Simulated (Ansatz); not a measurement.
According to plane-wave PAW LDA (Ansatz code), Cl in the molecular I2 type structure (Cmce) relaxes to a = 6.187 Å, b = 3.713 Å, c = 7.795 Å.

The Kohn–Sham gap is 1.86 eV (smallest direct gap 1.87 eV).

The cell was relaxed with LDA under the symmetry of its start. The substance is a gas or liquid at ambient conditions; this is its low-temperature solid. The volume lies over 15 % below that of the usual cell of this phase: another minimum, or an error of the functional. A crystal of weakly bound units computed without a dispersion correction: the cell and the soft elastic constants depend strongly on that.

Potentials: the earlier of the program's two PAW sets. The files were generated under PBE; for other functionals the program regenerates the frozen cores, and for LDA and PBEsol the local potential too.
